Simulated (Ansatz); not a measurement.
PbS:
```
CELL_PARAMETERS angstrom
      4.22477     0.00000     0.00000
     -2.11238     3.65875     0.00000
      0.00000     0.00000    10.34786
ATOMIC_POSITIONS crystal
  Pb 0.00000 0.33312 0.66667
  Pb 0.66688 0.66688 0.00000
  Pb 0.33312 0.00000 0.33333
  S  0.00000 0.33332 0.16667
  S  0.66668 0.66668 0.50000
  S  0.33332 0.00000 0.83333
```

Relaxed with r²SCAN. r²SCAN in the plane-wave PAW code Ansatz gives a gap of 0.70 eV.

Q: What gap does HSE06 give on the same cell (Ansatz, PAW)?

A: 0.88 eV, 0.18 eV more. The hybrid was solved on a coarser mesh and at special points; its gap is the smallest among all of these.

Cost on shared cores: the r²SCAN run (SCF on a 8×8×3 mesh, then bands and DOS) around 4 core-minutes (rough), the HSE06 run (SCF on 5×5×2, then a few points) very roughly 2.4 core-minutes; the tasks are unlike.

Space group Fm-3m (rock salt). The r²SCAN relaxation kept the symmetry of its start. Scalar-relativistic: spin–orbit coupling is off unless named, which matters more the heavier the elements.

Potentials: the earlier of the program's two PAW sets.
